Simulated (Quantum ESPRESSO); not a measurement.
Sr2OsH6 is taken in the cubic space group Fm-3m (No. 225), Pearson symbol cF36. Cell: a = 7.625 Å, b = 7.625 Å, c = 7.625 Å, α = 90.00°, β = 90.00°, γ = 90.00°. H on 24e is coordinated by 1 Os at 1.724 Å and 4 Sr at 2.702 Å (square pyramidal). Sr on 8c has 12 H at 2.702 Å and 4 Os at 3.302 Å. Os on 4a is surrounded by 6 H at 1.724 Å and 8 Sr at 3.302 Å. (Neighbours: up to the widest gap in distance over summed covalent radii, below 1.35, at either atom; cation-cation contacts left out.)
(The calculation used a cell of 9 atoms; values per cell refer to that cell.)

The geometry is that of Materials Project entry mp-1078677, symmetrised and not relaxed again.

Task: What does PBEsol (Quantum ESPRESSO, PseudoDojo norm-conserving, 74 Ry, no spin-orbit coupling) give for the electronic structure near the Fermi level?

Result: The PBEsol gap is indirect, 2.32 eV, from Γ to X; the smallest direct gap is 2.38 eV. Spin-orbit coupling is left out, which matters for elements this heavy: edges can move by tenths of an eV.

The structure is a Materials Project entry; no match was found in the copy of COD used, and its stability was not checked.
